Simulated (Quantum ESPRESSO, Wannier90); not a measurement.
Wannier functions of ZrO2 (fluorite)

```
begin unit_cell_cart
ang
    0.0000000000    2.5450750000    2.5450750000
    2.5450750000    0.0000000000    2.5450750000
    2.5450750000    2.5450750000    0.0000000000
end unit_cell_cart
begin atoms_frac
Zr   0.0000000000  0.0000000000  0.0000000000
O    0.2500000000  0.2500000000  0.2500000000
O   -0.2500000000 -0.2500000000 -0.2500000000
end atoms_frac
```

Materials Project entry mp-1565; symmetrised, unrelaxed at this level. COD (Crystallography Open Database) records the formula in this space group. Ideal cubic forms of this type are often high-temperature phases that distort on cooling; symmetry holds the cell here, and its stability was not tested. Computed values, not measurements, from PBEsol: Quantum ESPRESSO (norm-conserving PseudoDojo potentials, cutoff 68 Ry, spinors with spin-orbit coupling) on a Γ-centred 8×8×8 mesh, then Wannier90. Density: 10×10×10 mesh, cold smearing 0.01 Ry.

Bands 9-24 form an isolated set from -18.09 to 0.00 eV relative to the valence-band maximum (on the path) and are turned into 16 Wannier functions by minimising the spread from the start: SCDM (isolated).

**Question.** Where do the functions sit, how wide are they and what are they made of?

**Answer.** 
```json
[
 {"functions": "16", "spread (Å²)": "0.97", "nearest atom, distance (Å)": "O 0.41", "second atom, distance (Å)": "Zr 1.79", "weight on atomic waves": "O 2p 61 %, O 2s 20 %, Zr 4d 13 %"}
]
```

Ω_I = 13.85 Å², Ω_total = 15.47 Å²; the interpolated bands follow pw.x to 0.4 meV rms on the path. It is the lowest total spread that any start reached here.
